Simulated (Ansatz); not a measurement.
Conduction electrons in MgAu (Pm-3m)

```
CELL_PARAMETERS angstrom
3.25738 0.00000 0.00000
0.00000 3.25738 0.00000
0.00000 0.00000 3.25738
ATOMIC_POSITIONS crystal
Mg 0.50000 0.50000 0.50000
Au 0.00000 0.00000 0.00000
```

Computed, not measured; unless marked otherwise by PBEsol, all-electron LAPW in Ansatz 0.2.0, scalar-relativistic. k mesh 10×10×10, fine mesh 16×16×16, Fermi-Dirac smearing of 0.100 eV, basis error target 1 meV/atom. The cell was relaxed by PAW under this functional.

Levels and slopes are solved on a 16×16×16 mesh, and each state is taken as quadratic over its cell.

**Question.** What is the density of states at the Fermi level, and which bare Sommerfeld coefficient follows?

**Answer.** N(E_F) = 0.277 states/eV/atom (both spins), so γ = (π²/3) k_B² N(E_F) = 0.652 mJ/(mol-atom K²) without electron-phonon or spin-fluctuation enhancement.

**Question.** What Drude plasma energy and σ/τ do the band velocities give?

**Answer.** (ħω_p,α)² = (e²/ε₀VN_k) Σ_nkσ (∂E/∂k_α)² δ(E − E_F) gives ħω_p = (8.84, 8.84, 8.84) eV along x, y, z, and σ/τ = ε₀ω_p² = 16×10²⁰ Ω⁻¹m⁻¹s⁻¹ along x. Weighted by the density of states, the mean Fermi speed is 1.33×10⁶ m/s; the surface has an area of 17.4 Å⁻² for each spin direction.

**Question.** Which bands cross the Fermi level, and what do they carry?

**Answer.** 

| band | filled part | N (states/eV/cell) | speed (10⁶ m/s) | 5th to 95th percentile | area (Å⁻²) | filling |
| --- | --- | --- | --- | --- | --- | --- |
| 1 | 0.99 | 0.034 | 1.13 | 0.46 to 1.61 | 0.906 | nearly full |
| 2 | 0.50 | 0.481 | 1.36 | 0.81 to 1.73 | 15.4 | partly filled |
| 3 | 0.01 | 0.0382 | 1.13 | 0.70 to 1.33 | 1.02 | nearly empty |

**Question.** Map the plane k₃ = 0 of the mesh: how many bands lie under the Fermi level at each point, counted from the least on the plane?

**Answer.** k₁ runs to the right and k₂ upwards, each from −½ to ½ with 0 in the middle (the axes needn't be at right angles):
```
1111111111111111
1111111111111111
1110000111000011
1110000000000011
1110000000000011
1110000000000011
1111000000000111
1111000000000111
1111000000000111
1110000000000011
1110000000000011
1110000000000011
1110000111000011
1111111111111111
1111111111111111
2111111111111111
```

**Question.** On PAW files the program sums the optical response inside the mesh cells, interband lines and its own Drude term. Where does ε₁ rise through zero (a sharp plasmon if ε₂ is small there), and how much light is reflected?

**Answer.** 

```
Fine mesh                         : 16, 16, 16
Window top                        : 30 eV
Line width                        : 0.2 eV
Drude damping                     : 0.1 eV
ε₁ rises through zero at x        : 7.23, 13.85 eV
ε₂ there x                        : 2.19, 1.4
Plasma energy (x, y, z)           : 8.832, 8.832, 8.832 eV
Reflectivity at 1 eV, x-polarised : 0.891
Reflectivity at 2 eV, x-polarised : 0.8778
Reflectivity at 3 eV, x-polarised : 0.8721
```

The plasma energy here is the program's own sum at the run's smearing; it differs from the value above by up to 0 %, through mesh and smearing.

**Question.** What does PAW give for the same cell?

**Answer.** N(E_F) = 0.277 states/eV/atom and ħω_p,x = 8.84 eV.

Caveats: no spin-orbit coupling on heavy atoms; filled d bands lie too high at this level, so their transitions start too early; these sums move with the mesh, by several per cent and more for small sheets; frozen-core PAW files fitted under PBE, their cores solved anew for the functional of the run.
